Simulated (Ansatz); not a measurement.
MgO:
```yaml
crystal:
  lattice:
    - [-1.48662, 1.48662, 2.10193]
    - [1.48662, -1.48662, 2.10193]
    - [1.48662, 1.48662, -2.10193]
  atoms:
    - { symbol: Mg, position: [0.50000, 0.50000, 0.00000] }
    - { symbol: O, position: [0.00000, 0.00000, 0.00000] }
```

Relaxed with r²SCAN. Special points in fractions of this cell's reciprocal vectors: Γ (0.000, 0.000, 0.000); X (0.000, 0.000, 0.500); P (0.250, 0.250, 0.250); N (0.000, 0.500, 0.000); M (0.500, 0.500, -0.500); S (0.375, 0.625, -0.375); S0 (-0.375, 0.375, 0.375); R (-0.250, 0.250, 0.500); G (0.500, 0.500, -0.250).

### Question
List the band energies nearest the valence-band maximum at these points for r²SCAN in the plane-wave PAW code Ansatz.

### Answer
In eV from the valence-band maximum; about four levels below and three above (degenerate sets whole), none deeper than 8.9 eV; … stands for higher levels left out; points with the same levels are listed once.

```json
[
 {"k": "Γ", "below": "0.00 0.00 0.00", "above": "5.68 …"},
 {"k": "X", "below": "-4.09 -1.37 -1.37", "above": "10.05 …"},
 {"k": "P", "below": "-2.96 -2.96 -1.78", "above": "…"},
 {"k": "N", "below": "-4.63 -0.68 -0.68", "above": "8.86 …"},
 {"k": "S", "below": "-3.50 -2.71 -1.17", "above": "11.10 …"}
]
```

Space group Fm-3m (rock salt). The cell was relaxed with r²SCAN under the symmetry of its start. The volume moved by -33 % from the start of the relaxation. Point labels and valley counts follow the cell and symmetry of the run, lower than the named group.

Potentials: the later of the program's two PAW sets.
